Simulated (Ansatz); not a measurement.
Simulated powder pattern, Cu Kα, λ = 1.54184 Å (kinematic, ideal powder, no thermal factors, no anomalous dispersion; the 30 strongest lines at most, above 1 %, up to 2θ = 90°):

```json
[
 {"2θ (°)": "17.34", "d (Å)": "5.115", "I/Imax (%)": "5.5"},
 {"2θ (°)": "23.87", "d (Å)": "3.728", "I/Imax (%)": "14"},
 {"2θ (°)": "24.31", "d (Å)": "3.661", "I/Imax (%)": "13"},
 {"2θ (°)": "27.90", "d (Å)": "3.198", "I/Imax (%)": "100"},
 {"2θ (°)": "31.32", "d (Å)": "2.856", "I/Imax (%)": "69"},
 {"2θ (°)": "33.81", "d (Å)": "2.651", "I/Imax (%)": "21"},
 {"2θ (°)": "34.21", "d (Å)": "2.621", "I/Imax (%)": "11"},
 {"2θ (°)": "35.08", "d (Å)": "2.558", "I/Imax (%)": "15"},
 {"2θ (°)": "38.31", "d (Å)": "2.350", "I/Imax (%)": "7.8"},
 {"2θ (°)": "40.34", "d (Å)": "2.236", "I/Imax (%)": "13"},
 {"2θ (°)": "44.54", "d (Å)": "2.034", "I/Imax (%)": "8.4"},
 {"2θ (°)": "44.92", "d (Å)": "2.018", "I/Imax (%)": "7.7"},
 {"2θ (°)": "48.86", "d (Å)": "1.864", "I/Imax (%)": "19"},
 {"2θ (°)": "49.81", "d (Å)": "1.831", "I/Imax (%)": "24"},
 {"2θ (°)": "50.07", "d (Å)": "1.822", "I/Imax (%)": "13"},
 {"2θ (°)": "50.77", "d (Å)": "1.798", "I/Imax (%)": "7.1"},
 {"2θ (°)": "53.82", "d (Å)": "1.703", "I/Imax (%)": "13"},
 {"2θ (°)": "54.81", "d (Å)": "1.675", "I/Imax (%)": "9.5"},
 {"2θ (°)": "54.90", "d (Å)": "1.672", "I/Imax (%)": "7.6"},
 {"2θ (°)": "55.00", "d (Å)": "1.669", "I/Imax (%)": "5.3"},
 {"2θ (°)": "55.58", "d (Å)": "1.653", "I/Imax (%)": "10"},
 {"2θ (°)": "56.64", "d (Å)": "1.625", "I/Imax (%)": "9.1"},
 {"2θ (°)": "59.31", "d (Å)": "1.558", "I/Imax (%)": "8.5"},
 {"2θ (°)": "59.45", "d (Å)": "1.555", "I/Imax (%)": "9.3"},
 {"2θ (°)": "60.88", "d (Å)": "1.522", "I/Imax (%)": "7.4"},
 {"2θ (°)": "61.12", "d (Å)": "1.516", "I/Imax (%)": "7.9"},
 {"2θ (°)": "62.52", "d (Å)": "1.486", "I/Imax (%)": "12"},
 {"2θ (°)": "65.34", "d (Å)": "1.428", "I/Imax (%)": "5.4"},
 {"2θ (°)": "70.30", "d (Å)": "1.339", "I/Imax (%)": "5.2"},
 {"2θ (°)": "74.60", "d (Å)": "1.272", "I/Imax (%)": "6.6"}
]
```

The pattern belongs to a structure relaxed with PBE (plane waves, PAW; program Ansatz).

The compound is ZrO2.

Q: Give the crystal system and the lattice parameters.

A: monoclinic, P2_1/c; a = 5.189 Å, b = 5.242 Å, c = 5.379 Å, β = 99.7°.

Symmetry was held in the PBE relaxation. The run is not spin-polarised.

Potentials: the earlier of the program's two PAW sets.
